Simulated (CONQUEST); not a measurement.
Consider a self-consistent single point of Sn (I4_1/amd, 8 atoms in the cell; from Materials Project mp-117, changed as shown).

```xyz
8
Lattice="6.5923 0.0000 0.0000 0.0000 6.5923 0.0000 0.0000 0.0000 6.6582" Properties=species:S:1:pos:R:3 pbc="T T T"
Sn     0.0000     0.0000     3.3291
Sn     1.6481     4.9442     1.6646
Sn     0.0000     3.2962     0.0000
Sn     1.6481     1.6481     4.9937
Sn     3.2962     0.0000     0.0000
Sn     4.9442     4.9442     4.9937
Sn     3.2962     3.2962     3.3291
Sn     4.9442     1.6481     1.6646
```

Level of theory: PBE, numerical atomic orbitals double-zeta with polarisation (the shipped basis), PseudoDojo norm-conserving potentials made for PBE (CONQUEST).

CONQUEST settings:

* **basis**: DZP
* **Diag.MPMeshX, Y, Z**: 4 4 4
* **potentials**: PseudoDojo norm-conserving PBE
* **Grid.GridCutoff**: 140 Ha
* **DM.SolutionMethod**: diagon
* **Diag.SmearingType**: 1
* **Diag.kT**: 0.003675 Ha
* **Diag.GammaCentred**: true
* **Diag.MPOrder**: 1
* **minE.SCTolerance**: 1.0e-06
* **SC.MaxIters**: 100
* **SC.LinearMixingFactor**: 0.5
* **SC.KerkerPreCondition**: true
* **SC.KerkerFactor**: 0.5 1/bohr
* **AtomMove.TypeOfRun**: static

Results:

```
Quantity                                                   Value
------------------------------------------------  --------------
Number of valence electrons                                  112
Number of bands                                              144
Number of k-points after the program's reduction              51
Size of the basis                                            144
Number of SCF iterations                                      18
FFT grid                                            72 × 72 × 72
Free energy E − TS                                -17152.8119 eV
Fermi level (on the code's own zero)                    -4.23 eV
Pressure                                                0.47 GPa
```

For comparison: a first run was changed to give this one (lattice vector c scaled by 1.01), and from it to this one the free energy goes down by 1.2 meV/atom and the pressure goes from 0.78 to 0.47 GPa.

The program uses no crystal symmetry, so grid and mesh can part values that symmetry would make equal. The atom-centred basis is finite, which shifts total energies and pressures against plane waves. The structure comes from a collection of computed structures, made at another level of theory; the collection holds predicted forms beside known ones. Its lattice was then scaled. No clean gap shows at this smearing width and mesh (spacing up to 0.24 Å⁻¹); the mesh is coarse for partly filled bands, so the values carry mesh errors. Semi-local functionals can close small gaps.

Cost on one core: very roughly 4 core-minutes.
